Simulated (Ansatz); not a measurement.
LiF:
```yaml
crystal:
  lattice:
    - [0.00000, 2.03390, 2.03390]
    - [2.03390, 0.00000, 2.03390]
    - [2.03390, 2.03390, 0.00000]
  atoms:
    - { symbol: Li, position: [0.00000, 0.00000, 0.00000] }
    - { symbol: F, position: [0.50000, 0.50000, 0.50000] }
```

Relaxed with PBE. Special points in fractions of this cell's reciprocal vectors: Γ (0.000, 0.000, 0.000); X (0.500, 0.000, 0.500); U (0.625, 0.250, 0.625); K (0.375, 0.375, 0.750); L (0.500, 0.500, 0.500); W (0.500, 0.250, 0.750).

Problem. List the band energies nearest the valence-band maximum at these points for the program Ansatz at the PBE level (PAW).

Solution. In eV from the valence-band maximum; about four levels below and three above (degenerate sets whole), none deeper than 8.9 eV; … stands for higher levels left out; points with the same levels are listed once.

```tsv
k	below	above
Γ	0.00 0.00 0.00	8.84 …
X	-2.87 -0.95 -0.95	14.55 …
U	-2.39 -1.50 -0.70	14.30 …
L	-2.43 -0.22 -0.22	10.64 …
W	-1.98 -1.98 -0.77	…
```

Space group Fm-3m (rock salt). Symmetry was held in the PBE relaxation.

Potentials: the earlier of the program's two PAW sets.
